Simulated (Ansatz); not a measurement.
One crystal and one scan (energy against volume) at two levels, PBE (plane waves to 420 eV, PAW, scalar-relativistic; Ansatz, an electronic-structure program) and r2SCAN (plane waves to 500 eV, PAW, scalar-relativistic; Ansatz), each from its own relaxed cell and on its own mesh. The cell shown is that of PBE.

Li$_{2}$O (anti-fluorite)

```yaml
crystal:
  lattice:
    - [0.00000, 2.31307, 2.31307]
    - [2.31307, 0.00000, 2.31307]
    - [2.31307, 2.31307, 0.00000]
  atoms:
    - { symbol: O, position: [0.00000, 0.00000, 0.00000] }
    - { symbol: Li, position: [0.25000, 0.25000, 0.25000] }
    - { symbol: Li, position: [0.75000, 0.75000, 0.75000] }
```

E(V) scan at fixed shape, V₀ the volume above. Symmetry pins the atoms to their sites.

E stands for the smeared free energy. Li2O was relaxed with its symmetry unable to fall. Both scans cover V/V₀ from 0.840 to 1.160.

ΔE (meV/atom), each from the relaxed starting cell of its own level:

```tsv
V/V₀	PBE	r2SCAN
0.840	69.2	73.7
0.880	36.2	38.4
0.920	15.0	15.9
0.960	3.5	3.7
1.000	0.0	0.0
1.040	3.1	3.2
1.080	11.6	withheld
1.120	24.5	25.9
1.160	41.1	43.4
```

Task: Estimate the r2SCAN value at 1.080 from the PBE value there and the ratio of the two levels in the two nearest given rows on that side of the minimum.

Result: At 1.040 and 1.120 the ratio r2SCAN/PBE averages 1.045, which gives 1.045 × 11.6 = 12.1 meV/atom. The calculation gives 12.2 meV/atom, +5.2 % against PBE.

(Under strain, the slope of the energy per volume gives the stress and its curvature an elastic modulus.)
